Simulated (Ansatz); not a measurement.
RbAu:
```cif
data_AuRb
_chemical_formula_sum 'Rb1 Au1'
_space_group_name_H-M_alt 'Pm-3m'
_space_group_IT_number 221
_space_group_name_Hall '-P 4 2 3'
_cell_length_a 4.09622
_cell_length_b 4.09622
_cell_length_c 4.09622
_cell_angle_alpha 90.000
_cell_angle_beta 90.000
_cell_angle_gamma 90.000
loop_
_atom_site_label
_atom_site_type_symbol
_atom_site_symmetry_multiplicity
_atom_site_Wyckoff_symbol
_atom_site_fract_x
_atom_site_fract_y
_atom_site_fract_z
_atom_site_occupancy
Rb1 Rb 1 b 0.50000 0.50000 0.50000 1
Au1 Au 1 a 0.00000 0.00000 0.00000 1
```

Relaxed with r²SCAN.

Which orbitals make up the states near the band edges in the program Ansatz at the r²SCAN level (PAW)?

Top 1 eV of the valence band: Au 6s 91 %, outside the projected shells 5 %. Bottom 1 eV of the conduction band: Rb 5s 78 %, Au 6s 8 %, outside the projected shells 12 %. Projections are on Löwdin-orthogonalised atomic valence shells; empty p or d shells of many metals are not among them.

Tabulate the density of states.

States/eV per cell of 2 atoms, in 0.25 eV bins, energy from the valence-band maximum.

| E (eV) | total | Au 5d | Au 6s | Rb 5s |
|---|---|---|---|---|
| -7.85 | 0.00 | 0.00 | 0.00 | 0.00 |
| -7.60 | 0.00 | 0.00 | 0.00 | 0.00 |
| -7.35 | 0.00 | 0.00 | 0.00 | 0.00 |
| -7.10 | 0.00 | 0.00 | 0.00 | 0.00 |
| -6.85 | 0.00 | 0.00 | 0.00 | 0.00 |
| -6.60 | 0.00 | 0.00 | 0.00 | 0.00 |
| -6.35 | 0.00 | 0.00 | 0.00 | 0.00 |
| -6.10 | 0.00 | 0.00 | 0.00 | 0.00 |
| -5.85 | 0.00 | 0.00 | 0.00 | 0.00 |
| -5.60 | 0.00 | 0.00 | 0.00 | 0.00 |
| -5.35 | 0.00 | 0.00 | 0.00 | 0.00 |
| -5.10 | 0.00 | 0.00 | 0.00 | 0.00 |
| -4.85 | 0.00 | 0.00 | 0.00 | 0.00 |
| -4.60 | 0.00 | 0.00 | 0.00 | 0.00 |
| -4.35 | 0.00 | 0.00 | 0.00 | 0.00 |
| -4.10 | 0.00 | 0.00 | 0.00 | 0.00 |
| -3.85 | 0.05 | 0.00 | 0.02 | 0.02 |
| -3.60 | 0.19 | 0.01 | 0.09 | 0.08 |
| -3.35 | 0.43 | 0.09 | 0.18 | 0.15 |
| -3.10 | 7.67 | 6.66 | 0.68 | 0.24 |
| -2.85 | 22.06 | 21.27 | 0.45 | 0.16 |
| -2.60 | 9.88 | 9.49 | 0.24 | 0.09 |
| -2.35 | 1.70 | 1.23 | 0.31 | 0.13 |
| -2.10 | 0.86 | 0.20 | 0.48 | 0.15 |
| -1.85 | 1.39 | 0.27 | 0.92 | 0.16 |
| -1.60 | 1.95 | 0.32 | 1.48 | 0.09 |
| -1.35 | 1.14 | 0.14 | 0.94 | 0.03 |
| -1.10 | 0.39 | 0.02 | 0.34 | 0.01 |
| -0.85 | 0.18 | 0.00 | 0.16 | 0.00 |
| -0.60 | 0.09 | 0.00 | 0.08 | 0.00 |
| -0.35 | 0.03 | 0.00 | 0.03 | 0.00 |
| -0.10 | 0.00 | 0.00 | 0.00 | 0.00 |
| 0.15 | 0.00 | 0.00 | 0.00 | 0.00 |
| 0.40 | 0.00 | 0.00 | 0.00 | 0.00 |
| 0.65 | 0.03 | 0.00 | 0.00 | 0.03 |
| 0.90 | 0.14 | 0.00 | 0.01 | 0.12 |
| 1.15 | 0.27 | 0.00 | 0.02 | 0.21 |
| 1.40 | 0.39 | 0.01 | 0.03 | 0.29 |
| 1.65 | 0.50 | 0.01 | 0.05 | 0.36 |
| 1.90 | 0.74 | 0.01 | 0.06 | 0.48 |
| 2.15 | 1.60 | 0.01 | 0.08 | 0.77 |
| 2.40 | 2.22 | 0.02 | 0.11 | 0.94 |
| 2.65 | 1.43 | 0.01 | 0.11 | 0.43 |
| 2.90 | 1.21 | 0.01 | 0.08 | 0.17 |
| 3.15 | 1.15 | 0.01 | 0.06 | 0.09 |
| 3.40 | 1.15 | 0.01 | 0.05 | 0.07 |
| 3.65 | 1.07 | 0.01 | 0.05 | 0.07 |
| 3.90 | 0.97 | 0.00 | 0.03 | 0.04 |
| 4.15 | 1.17 | 0.01 | 0.03 | 0.05 |
| 4.40 | 1.03 | 0.00 | 0.02 | 0.06 |
| 4.65 | 1.21 | 0.00 | 0.03 | 0.07 |
| 4.90 | 1.34 | 0.00 | 0.03 | 0.07 |
| 5.15 | 0.90 | 0.00 | 0.03 | 0.08 |
| 5.40 | 3.24 | 0.01 | 0.04 | 0.14 |

The workflow started from a Materials Project entry (that database holds measured and hypothetical structures alike); the Crystallography Open Database files this formula in space group No. 221, but the cells were not matched. Whether it is the stable phase at ambient conditions was not checked. The cell was relaxed with r²SCAN under the symmetry of its start; its stability against distortions is not shown here. Spin–orbit coupling is left out wherever it is not named.

Potentials: the later of the program's two PAW sets.
